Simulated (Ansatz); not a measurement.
# HfN: from a starting cell to a relaxed one

The start is a generated cell, HfN placed in the rocksalt structure type. The cell and all atomic positions are relaxed at zero pressure with PBEsol (plane waves to 420 eV, PAW, scalar-relativistic; Ansatz, a quantum-chemistry and plane-wave program). The first steps use a coarse 9×9×9 k-mesh.

Input geometry:
```
CELL_PARAMETERS angstrom
      0.00000     2.23701     2.23701
      2.23701     0.00000     2.23701
      2.23701     2.23701     0.00000
ATOMIC_POSITIONS crystal
  N  0.00000 0.00000 0.00000
  Hf 0.50000 0.50000 0.50000
```

### Question
What pressure does the first self-consistent step give?

### Answer
+5 GPa (positive: the cell is compressed).

### Question
How much energy is released per atom?

### Answer
Under 0.01 eV/atom.

### Question
How do the shortest distances between atoms change?

### Answer
The closest pairs of elements (up to four, under 3.6 Å), start → end: Hf–N 2.24 → 2.25 Å; N–N 3.16 → 3.18 Å; Hf–Hf 3.16 → 3.18 Å.

### Question
What band gap does the relaxed structure have at this level?

### Answer
Zero (metallic).

### Question
Write out the relaxed structure.

### Answer

```cif
data_Hf4N4
_chemical_formula_sum 'N4 Hf4'
_space_group_name_H-M_alt 'Fm-3m'
_space_group_IT_number 225
_space_group_name_Hall '-F 4 2 3'
_cell_length_a 4.50165
_cell_length_b 4.50165
_cell_length_c 4.50165
_cell_angle_alpha 90.000
_cell_angle_beta 90.000
_cell_angle_gamma 90.000
loop_
_atom_site_label
_atom_site_type_symbol
_atom_site_symmetry_multiplicity
_atom_site_Wyckoff_symbol
_atom_site_fract_x
_atom_site_fract_y
_atom_site_fract_z
_atom_site_occupancy
N1 N 4 a 0.00000 0.00000 0.00000 1
Hf1 Hf 4 b 0.50000 0.50000 0.50000 1
```
(The calculation used a cell of 2 atoms; values per cell refer to that cell.)

The space group stays Fm-3m (No. 225) (the run could not lower it); the end is rock salt type, with 2 atoms in the primitive cell. Final values are on a 18×18×18 k-mesh of the relaxed cell. No spin polarisation in the result. The relaxed primitive cell holds an odd number of electrons. A magnetic state may lie lower.

The run could not lose the symmetry of its start; a randomly shaken copy of 2 atoms returns to this structure.

All atoms sit on sites fixed by symmetry, so only the cell could relax.
